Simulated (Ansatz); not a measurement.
## Data sheet: Be3N2 (DFT)

Be₃N₂:
```
Be3N2
1.0
    1.41744     0.81836     4.86156
   -1.41744     0.81836     4.86156
    0.00000    -1.63671     4.86156
Be N
3 2
Cartesian
  0.00000   0.00000   2.05438
  0.00000   0.00000   9.95261
  0.00000   0.00000  13.28888
  0.00000   0.00000  11.60733
  0.00000   0.00000   4.25341
```

Space group R3m (No. 160); conventional cell a = b = 2.8349 Å, c = 14.5847 Å, α = β = 90.00°, γ = 120.00°.

Method: the program Ansatz at the r²SCAN level (PAW). Structure relaxed to zero pressure with the same functional. Other levels are named where they apply.

### Cell and energy

```json
{
  "volume_per_atom": "6.77 Å³",
  "density": "2.70 g/cm³",
  "Formation energy from the elements (no fitted shifts)": "-1.16 eV/atom"
}
```

### Electronic structure

```json
{
 "band_gap": "3.42 eV (indirect)",
 "valence_band_maximum": "at Γ",
 "conduction_band_minimum": "at F (3 equivalent valleys)",
 "smallest_direct_gap_on_the_standard_path": "4.50 eV",
 "electron_effective_mass": "0.23, 0.35, 0.57 mₑ (principal values)",
 "Hole effective mass, band 1 of 2 at the edge": "1.0 along x, 2.2 along z (mₑ)",
 "Hole effective mass, band 2 of 2 at the edge": "0.31 along x, 2.2 along z (mₑ)",
 "HSE06 gap on the r²SCAN cell": "4.02 eV"
}
```

### Mechanics

```json
{
  "Bulk modulus (Birch–Murnaghan fit)": "220 GPa",
  "Pressure derivative B′": "3.6",
  "Elastic constants (relaxed ions, GPa)": "C11 = 475, C12 = 134, C13 = 88.6, C14 = 2.5, C33 = 425, C44 = 164",
  "mechanical_stability": "stable (all eigenvalues of C positive)",
  "hill_bulk_and_shear_moduli": "221 and 170 GPa",
  "Young's modulus": "406 GPa",
  "Poisson's ratio": "0.19",
  "debye_temperature_from_the_elastic_constants": "1380 K",
  "Piezoelectric stress constants (proper, relaxed ions, C/m²)": "e15 = e24 = 0.54, e16 = e21 = -0.63, e22 = 0.63, e31 = e32 = 0.89, e33 = -2.08"
}
```

### Dielectric response

```json
{
  "Electronic dielectric constant ε∞ (DFPT)": "4.32 (xx = yy), 4.74 (zz)",
  "Static dielectric constant ε0 (ions relaxed, cell fixed)": "12.3 (xx = yy), 14.3 (zz)",
  "Born charges (a third of the trace)": "Be +1.65 to +1.88, N -2.77 to -2.43 e"
}
```

### Phonons

```json
{
 "Highest zone-centre frequency (without LO–TO term)": "945 cm⁻¹",
 "zone_centre_stability": "no imaginary mode at Γ"
}
```

### Charges

```json
{
  "bader_charges": "Be +1.71 to +1.73, N -2.60 to -2.57 e"
}
```

The workflow started from a Materials Project entry (that database holds measured and hypothetical structures alike); the Crystallography Open Database copy checked does not list it. COD files the formula under space group No. 206. Whether it is the stable phase at ambient conditions was not checked. The cell was relaxed with r²SCAN under the symmetry of its start. Signs of piezoelectric constants follow the polarity of the cell as given. The references are the lowest solids computed at this level, not always the standard phases (solids in place of the gases).

Potentials: the later of the program's two PAW sets.
